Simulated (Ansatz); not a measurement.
A geometry of Ni away from equilibrium: step 13 of the relaxation of a generated cell, Ni placed in the AFLOW prototype A_hR2_166_c (A7, as in As). The numbers are results of PBE (plane waves to 420 eV, PAW, scalar-relativistic; Ansatz, an electronic-structure program), not measurements. Γ-centred k-mesh 13×13×13 on the run's cell (coarser than for final values), Fermi–Dirac smearing 0.05 eV.

```
CELL_PARAMETERS angstrom
      1.28564     0.74227     3.63080
     -1.28564     0.74227     3.63080
      0.00000    -1.48453     3.63080
ATOMIC_POSITIONS crystal
  Ni 0.25000 0.25000 0.25000
  Ni 0.75000 0.75000 0.75000
```
Spin-polarised start, with parallel moments on Ni.

Which atoms carry the largest force, and which way does it point?

No atom: all forces are below 0.005 eV/Å; only the cell is out of equilibrium.

What is the pressure?

+15.2 GPa, compression positive.

How much energy per atom can still be gained by relaxing?

0.15 eV/atom; the path ends in Fm-3m (No. 225) (fcc (Cu type)).

Spin state reached: ferromagnetic (net 0.63 μB/atom), from parallel starting moments; other spin orders were not run from this start.

The run could not lose the symmetry of its start; a randomly shaken copy of 2 atoms returns to this structure.
